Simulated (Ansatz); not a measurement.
Given:

LaPt$_{2}$:
Space group Fd-3m, origin choice 1 (No. 227); a = b = c = 7.8225 Å, α = β = γ = 90.00°

```json
[
 {"atom": "La", "site": "8b", "symmetry": "-43m", "x": "0.5000", "y": "0.5000", "z": "0.5000"},
 {"atom": "Pt", "site": "16c", "symmetry": ".-3m", "x": "0.1250", "y": "0.1250", "z": "0.1250"}
]
```
(The calculation used a cell of 6 atoms; values per cell refer to that cell.)

This is the r²SCAN-relaxed structure.

Task: All from plane-wave PAW r²SCAN (Ansatz code), unless another level is named. Predict the density of states at the Fermi level.

Result: 0.28 states/eV per atom (mean over ±0.08 eV).

Task: Next, the formation energy from the elements (no fitted shifts)?

Result: -1.16 eV/atom.

The first step of the workflow began from a Materials Project structure, measured or hypothetical; the Crystallography Open Database files this formula in space group No. 227, but the cells were not matched. Whether it is the stable phase at ambient conditions was not checked. The cell was relaxed with r²SCAN under the symmetry of its start; its stability against distortions is not shown here. The run is not spin-polarised. The references are the lowest solids computed at this level, not always the standard phases. Spin–orbit coupling is left out wherever it is not named.

Potentials: the later of the program's two PAW sets.
